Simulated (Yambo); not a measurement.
Data:

```xyz
6
Lattice="3.3654 0.0000 0.1165 0.0000 3.4408 0.0000 -1.3635 0.0000 5.1227" Properties=species:S:1:pos:R:3 pbc="T T T"
H      2.7856     0.8602     2.2646
H     -0.7837     2.5806     2.9746
O     -0.3599     2.5806     3.8433
O      2.3618     0.8602     1.3959
Na     1.2191     0.8602     4.2111
Na     0.7827     2.5806     1.0281
```

Workflow: PBEsol (Quantum ESPRESSO, PseudoDojo norm-conserving, 88 Ry, without SOC), then G0W0 in Yambo (4×4×2 Γ-centred k mesh, bands 3 to 117 and a 8 Ry block in the screening, 117 bands in G with the Bruneval-Gonze terminator, plasmon pole fitted at 27.2 eV).

**Question.** Give the PBEsol and G0W0 gaps between the band edges found on this mesh, and say where the edges lie.

**Answer.** Edges: Γ → Γ. PBEsol: 3.30 eV; G0W0: 6.14 eV. Nearest settings tried, and what they do to the gap: 76 bands in G: +3 meV; 46 bands in W, 46 bands in G: +102 meV; 7 Ry block (125 vectors against 161): -51 meV. Not varied: mesh. So the settings aren't converged at that level. 

Geometry relaxed with PBE+D3(BJ).
